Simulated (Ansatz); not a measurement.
FeNiPt₂ (P4/mmm); total moment held at 7.8 μB.

```
Fe Ni Pt
1.0
     3.85791    0.00000    0.00000
     0.00000    3.85791    0.00000
     0.00000    0.00000    3.63963
Fe Ni Pt
1 1 2
Direct
  0.00000 0.00000 0.00000
  0.50000 0.50000 0.00000
  0.50000 0.00000 0.50000
  0.00000 0.50000 0.50000
```

The source of the geometry is a structure from the Materials Project; atoms and cell stay fixed.

Settings: r²SCAN, 8×8×8 k mesh, Fermi–Dirac smearing of 0.03 eV. PAW means Ansatz 0.2.0 on its default frozen-core files. Site moments are integrated in spheres about the atoms. Start moments (μB): Fe1 5.138, Ni2 1.387, Pt3 0.637, Pt4 0.638.

The self-consistent cycle went as follows.

```json
{"iteration": "1", "Harris–Foulkes energy less the last (meV)": "-1427.757", "density residual (eV)": "2.4e+01", "M (μB)": "7.8000", "∫|m| (μB)": "7.8000"}
{"iteration": "2", "Harris–Foulkes energy less the last (meV)": "95.350", "density residual (eV)": "4.6e+00", "M (μB)": "7.8000", "∫|m| (μB)": "7.8012"}
{"iteration": "3", "Harris–Foulkes energy less the last (meV)": "192.210", "density residual (eV)": "2.0e+00", "M (μB)": "7.8000", "∫|m| (μB)": "7.8005"}
{"iteration": "4", "Harris–Foulkes energy less the last (meV)": "250.024", "density residual (eV)": "2.9e-01", "M (μB)": "7.8000", "∫|m| (μB)": "7.8007"}
{"iteration": "5", "Harris–Foulkes energy less the last (meV)": "183.962", "density residual (eV)": "1.0e-01", "M (μB)": "7.8000", "∫|m| (μB)": "7.8003"}
{"iteration": "6", "Harris–Foulkes energy less the last (meV)": "82.651", "density residual (eV)": "6.8e-02", "M (μB)": "7.8000", "∫|m| (μB)": "7.8002"}
{"iteration": "7", "Harris–Foulkes energy less the last (meV)": "17.542", "density residual (eV)": "3.1e-02", "M (μB)": "7.8000", "∫|m| (μB)": "7.8003"}
{"iteration": "8", "Harris–Foulkes energy less the last (meV)": "2.914", "density residual (eV)": "4.6e-03", "M (μB)": "7.8000", "∫|m| (μB)": "7.8003"}
{"iteration": "9", "Harris–Foulkes energy less the last (meV)": "1.602", "density residual (eV)": "1.9e-03", "M (μB)": "7.8000", "∫|m| (μB)": "7.8003"}
{"iteration": "10", "Harris–Foulkes energy less the last (meV)": "0.344", "density residual (eV)": "7.4e-04", "M (μB)": "7.8000", "∫|m| (μB)": "7.8003"}
{"iteration": "11", "Harris–Foulkes energy less the last (meV)": "0.098", "density residual (eV)": "6.6e-04", "M (μB)": "7.8000", "∫|m| (μB)": "7.8003"}
{"iteration": "12", "Harris–Foulkes energy less the last (meV)": "0.055", "density residual (eV)": "1.2e-04", "M (μB)": "7.8000", "∫|m| (μB)": "7.8003"}
{"iteration": "13", "Harris–Foulkes energy less the last (meV)": "0.021", "density residual (eV)": "6.7e-06", "M (μB)": "7.8000", "∫|m| (μB)": "7.8003"}
{"iteration": "14", "Harris–Foulkes energy less the last (meV)": "0.009", "density residual (eV)": "5.1e-06", "M (μB)": "7.8000", "∫|m| (μB)": "7.8003"}
{"iteration": "15", "Harris–Foulkes energy less the last (meV)": "0.001", "density residual (eV)": "5.9e-07", "M (μB)": "7.8000", "∫|m| (μB)": "7.8003"}
{"iteration": "16", "Harris–Foulkes energy less the last (meV)": "0.001", "density residual (eV)": "6.2e-07", "M (μB)": "7.8000", "∫|m| (μB)": "7.8003"}
{"iteration": "17", "Harris–Foulkes energy less the last (meV)": "0.000", "density residual (eV)": "1.3e-07", "M (μB)": "7.8000", "∫|m| (μB)": "7.8003"}
{"iteration": "18", "Harris–Foulkes energy less the last (meV)": "0.000", "density residual (eV)": "2.9e-08", "M (μB)": "7.8000", "∫|m| (μB)": "7.8003"}
```

Site moments (μB): Fe1 3.88, Ni2 1.57, Pt3 1.01, Pt4 1.01. Cell moment 7.80 μB.

The PAW files were made with PBE; the program remakes their cores once for the run's functional and then keeps them frozen. The Ansatz runs typed with the search for lower states off end where their start leads. Spin–orbit coupling is left out although heavy atoms are present. r²SCAN is known to give itinerant transition metals moments and polarisation energies that are too large. The magnetic state is the one that this cell and start allow. It needn't be the compound's measured order, which may need a larger cell or be absent.
